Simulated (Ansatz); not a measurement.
Al2W:
```yaml
crystal:
  lattice:
    - [0.00000, 4.17378, 4.47490]
    - [2.47931, 0.00000, 4.47490]
    - [2.47931, 4.17378, 0.00000]
  atoms:
    - { symbol: Al, position: [0.08312, 0.41688, 0.08312] }
    - { symbol: Al, position: [0.41688, 0.08312, 0.41688] }
    - { symbol: Al, position: [0.16688, 0.83312, 0.16688] }
    - { symbol: Al, position: [0.83312, 0.16688, 0.83312] }
    - { symbol: W, position: [0.75000, 0.75000, 0.75000] }
    - { symbol: W, position: [0.50000, 0.50000, 0.50000] }
```

Relaxed with PBE.

Problem. Which orbitals make up the states near the Fermi level in the program Ansatz at the PBE level (PAW)?

Solution. Within 0.5 eV of the Fermi level: W 5d 61 %, Al 3p 32 %. Projections are on Löwdin-orthogonalised atomic valence shells; empty p or d shells of many metals are not among them.

Problem. Tabulate the density of states.

Solution. States/eV per cell of 6 atoms, in 0.25 eV bins, energy from the Fermi level.

```
E (eV)  total  W 5d  Al 3p  Al 3s
------  -----  ----  -----  -----
-7.85    0.96  0.04   0.40   0.33
-7.60    1.13  0.06   0.49   0.40
-7.35    1.12  0.08   0.50   0.40
-7.10    1.19  0.10   0.54   0.39
-6.85    1.45  0.16   0.67   0.45
-6.60    1.38  0.18   0.64   0.41
-6.35    1.47  0.22   0.68   0.41
-6.10    1.43  0.25   0.64   0.39
-5.85    1.59  0.32   0.68   0.44
-5.60    2.21  0.49   0.90   0.68
-5.35    2.18  0.61   0.83   0.61
-5.10    1.77  0.52   0.68   0.45
-4.85    1.59  0.44   0.66   0.35
-4.60    1.76  0.49   0.75   0.33
-4.35    2.38  0.77   0.92   0.44
-4.10    2.29  0.80   0.88   0.39
-3.85    1.86  0.69   0.72   0.29
-3.60    1.56  0.58   0.61   0.24
-3.35    2.95  1.08   1.19   0.43
-3.10    3.47  1.36   1.45   0.40
-2.85    2.54  1.13   0.96   0.28
-2.60    2.86  1.46   0.95   0.27
-2.35    4.09  2.32   1.18   0.35
-2.10    3.80  2.28   1.06   0.28
-1.85    3.74  2.22   1.17   0.23
-1.60    4.67  2.92   1.41   0.19
-1.35    5.86  3.88   1.57   0.24
-1.10    6.72  4.09   2.10   0.34
-0.85    6.05  3.55   2.04   0.29
-0.60    7.09  4.21   2.42   0.27
-0.35    5.29  3.18   1.73   0.22
-0.10    3.15  1.84   1.07   0.13
0.15     1.68  1.05   0.50   0.07
0.40     1.64  1.16   0.36   0.06
0.65     3.36  2.60   0.56   0.08
0.90     4.84  4.00   0.58   0.08
1.15     4.01  3.40   0.38   0.07
1.40     0.12  0.11   0.01   0.00
1.65     0.00  0.00   0.00   0.00
1.90     0.01  0.00   0.00   0.00
2.15     0.20  0.05   0.06   0.02
2.40     1.32  0.61   0.33   0.11
2.65     3.31  1.91   0.83   0.19
2.90     3.54  1.99   0.94   0.19
3.15     2.86  1.49   0.81   0.15
3.40     2.84  1.38   0.85   0.16
3.65     3.52  1.57   1.00   0.33
3.90     4.27  1.71   1.10   0.83
4.15     4.39  1.41   1.21   1.02
4.40     4.53  1.27   1.18   1.17
4.65     3.88  1.02   1.03   0.82
4.90     4.17  0.92   1.26   0.77
```

Space group Fddd. The start of the workflow was typed in or built on a structure type; neither database checked (COD, Materials Project) lists it. Its standing as an ambient phase is unchecked. The PBE relaxation kept the symmetry of its start; whether a distortion lowers the energy is not shown. No spin polarisation was allowed. Spin–orbit coupling is left out wherever it is not named.

Potentials: the earlier of the program's two PAW sets.
